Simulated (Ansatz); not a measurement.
# SnI4O12 — I-127 nuclear quadrupole resonance

Cell: a measured structure from the Crystallography Open Database (COD), ions relaxed with PBE at fixed cell.

Space group P-1 (No. 2); a = 5.0576, b = 6.2808, c = 8.3865 Å, α = 87.68°, β = 88.65°, γ = 89.03°.

| site | Wyckoff | site symmetry | x | y | z |
| --- | --- | --- | --- | --- | --- |
| Sn | 1b | -1 | 0.0000 | 0.0000 | 0.5000 |
| I2 | 2i | 1 | 0.5061 | 0.7763 | 0.2371 |
| I4 | 2i | 1 | 0.9804 | 0.6996 | 0.8438 |
| O6 | 2i | 1 | 0.7833 | 0.9589 | 0.2965 |
| O8 | 2i | 1 | 0.3033 | 0.7954 | 0.4242 |
| O10 | 2i | 1 | 0.8470 | 0.7455 | 0.6368 |
| O12 | 2i | 1 | 0.8261 | 0.4351 | 0.8855 |
| O14 | 2i | 1 | 0.6674 | 0.5284 | 0.2906 |
| O16 | 2i | 1 | 0.7311 | 0.8623 | 0.9459 |

One atom of each set is listed.

All values are calculated (Ansatz; DFT, r2SCAN, plane waves and PAW, scalar-relativistic, 500 eV cutoff, Γ-centred 5×4×3 k-points, Fermi–Dirac smearing 0.02 eV), not measured.

I-127: I = 5/2, Q = -688.2 mb (year-2017 value). Static lattice, zero field.

(1) At which frequencies do the I-127 NQR lines lie?

## Answers

(1) For I = 5/2 and η = 0 the lines are 3|C_Q|/20 and twice that; η pulls their ratio below 2.

| site | atoms | V_zz (10²¹ V/m²) | C_Q (MHz) | η | line frequencies (MHz) |
| --- | --- | --- | --- | --- | --- |
| I2 | 2 | -56.0 | 932 | 0.49 | 172.6, 268.0 |
| I4 | 2 | -53.5 | 891 | 0.19 | 138.6, 265.3 |

At I4 V_zz stands upright on the plane through its three neighbours (within 7°).

The largest force is 0.9 eV/Å, so the atoms aren't at the calculated equilibrium and relaxing them would move these values. Without spin–orbit coupling the gradients at and beside I can be off by some per cent, at some sites by more. With these PAW files V_zz is typically within 2 to 3 % of all-electron values, but misses above 10 % occur on I.
